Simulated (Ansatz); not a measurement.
## Self-consistent states of K2NiO2 (I4/mmm)

All numbers are calculated (LDA+U, U_eff = 4.0 eV (Dudarev form) on Ni d, fully localised double counting, scalar-relativistic datasets, 420 eV, PAW set soft_2 (made for PBE), 7×7×7 mesh, Gaussian smearing of 0.05 eV) with the plane-wave PAW code Ansatz.

```
K Ni O
1.0
    -1.97640    1.97640    6.41920
     1.97640   -1.97640    6.41920
     1.97640    1.97640   -6.41920
K Ni O
2 1 2
Direct
  0.65740 0.65740 0.00000
  0.34260 0.34260 0.00000
  0.00000 0.00000 0.00000
  0.86860 0.86860 0.00000
  0.13140 0.13140 0.00000
```

The structure is that of a cell as deposited in COD, unrelaxed.

Cell and atoms stay fixed, and the cell was started in 11 ways, without spin–orbit coupling. The starts were built for 8 d electrons on Ni, a formal count that the converged states needn't keep. Starting moments of the plain starts: Ni3 2.00 μB (atoms counted from 1).

Energies count from the lowest free state found; constrained states (a lock kept on the moments, or spin off) can lie above or below free ones. A natural orbital (eigenvector of a shell's occupation matrix) is counted as filled above 0.75 (0.9 in a metal) and as partly filled from 0.35 up to that; ↑ and ↓ are the spin channels.

```tsv
state	reached from	ΔE (meV/atom)	gap (eV)	P (GPa)	cell spin moment (μB)	site spin moments (μB)	shell filling	Hubbard energy (eV/cell)	flags
1	from atoms, default search; natural orbitals of the symmetric run, filled by rank; random orbitals: single harmonics, high spin (draw 1); 8 more	0.0	1.59	-3.2	2.00	Ni 1.26; O 0.26	Ni 5↑ 3↓(+2 partly), 8.41 e	1.50	–
```

The lowest free state (state 1) has 8 d electrons in filled orbitals, 2 of them unpaired, the high-spin filling, a gap of 1.59 eV and a whole-number cell moment of 2 μB, as a collinear insulator must have. Its natural occupations are Ni3 spin up: 0.87 1.00 1.00 1.00 1.00; Ni3 spin down: 0.37 0.37 0.83 0.99 0.99. Since all bands are wholly filled or empty, the fractional occupations (0.37, 0.83, 0.87) come from mixing of the shell with the neighbours' orbitals (covalency), not from partly filled bands.

All 11 free starts end within 3 meV/atom of the lowest, so here the result hardly hangs on the start.

With one Ni ion in the cell, Ni moments can't oppose each other.

In the lowest free state the fixed cell carries a pressure of -3.2 GPa (the cell is larger than this level of theory would relax to); relaxing would change energies and could change the order of close states.

Other starts might reach a lower state still. U is one value of a scan, not fitted to this compound, so the states needn't resemble the real material's. Gaps are Kohn–Sham gaps over the k-mesh alone and may be smaller between its points.
